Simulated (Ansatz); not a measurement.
The start is a relaxed TaAs cell, doubled along one cell vector, shaken by Gaussian noise of σ = 0.08 Å a coordinate. The structure is fully relaxed (lattice and positions, P = 0) with r2SCAN (plane waves to 500 eV, PAW, scalar-relativistic; Ansatz, an electronic-structure program). First-step values are on the input's coarse k-mesh.

Ansatz input (later rounds restart from its end on a renewed k-mesh):
Ansatz 0.2 input:
```yaml
crystal:
  lattice:
    - [0, 3.2480444037, 3.2480444037]
    - [3.2480444037, 0, 3.2480444037]
    - [6.4960888074, 6.4960888074, 0]
  atoms:
    - { symbol: Ta, position: [0.7495937173, 0.7466096708, 0.3990528103] }
    - { symbol: Ta, position: [0.7430001194, 0.7215410039, 0.8850913688] }
    - { symbol: Ta, position: [0.538253041, 0.5000955582, 0.2275307663] }
    - { symbol: Ta, position: [0.4818130894, 0.4776967276, 0.7690533446] }
    - { symbol: As, position: [-0.0386861579, 0.0097939357, 0.0214749728] }
    - { symbol: As, position: [-0.0127431751, 1.0251564748, 0.5157593631] }
    - { symbol: As, position: [0.2229976141, 0.2294331303, 0.1442127109] }
    - { symbol: As, position: [0.2199547247, 0.2443049165, 0.6238529913] }
basis: { ecutwfc: 500, ecutrho_ratio: 4, xc_grid: 4, fft_grid_basis: typed }
kpoints: { mp_grid: { grid: [6, 6, 3] } }
hamiltonian:
  xc: r2scan
  dispersion: none
  pseudopotentials: { azcp: { folder: ./paw }, kind: paw }
scf: { occupations: { method: fermi_dirac, width: 0.05 } }
relax: { f_tol: 0.01, max_steps: 100, cell: { stress_tol: 0.02 } }
output: { forces: true, stress: true }
```

Problem. How large is the pressure on the unrelaxed cell, and of which sign?

Solution. +3 GPa (positive: the cell is compressed).

Problem. Which atoms feel the largest initial force, and how large is it?

Solution. About 3.6 eV/Å, on Ta3 (atoms numbered as listed).

Problem. How much energy is released per atom?

Solution. 0.69 eV/atom.

Problem. Is the relaxed structure metallic? Give its gap.

Solution. Zero (metallic).

Problem. Give the final cell and atomic positions.

Solution. 
```cif
data_As8Ta8
_chemical_formula_sum 'Ta8 As8'
_space_group_name_H-M_alt 'Cmce'
_space_group_IT_number 64
_space_group_name_Hall '-C 2ac 2'
_cell_length_a 7.29696
_cell_length_b 6.17223
_cell_length_c 6.17439
_cell_angle_alpha 90.000
_cell_angle_beta 90.000
_cell_angle_gamma 90.000
loop_
_atom_site_label
_atom_site_type_symbol
_atom_site_symmetry_multiplicity
_atom_site_Wyckoff_symbol
_atom_site_fract_x
_atom_site_fract_y
_atom_site_fract_z
_atom_site_occupancy
Ta1 Ta 8 d 0.18862 0.00000 0.00000 1
As1 As 8 f 0.00000 0.16631 0.33461 1
```
(The calculation used a cell of 8 atoms; values per cell refer to that cell.)

Final values are on a 10×10×8 k-mesh of the relaxed cell. No spin polarisation in the result.

The relaxed structure here is a generated cell of TaAs: the first start was made by placing the elements on the sites of a structure type, and the end was not matched to a known phase here, so it may be hypothetical. Known forms of TaAs include space group No. 109.
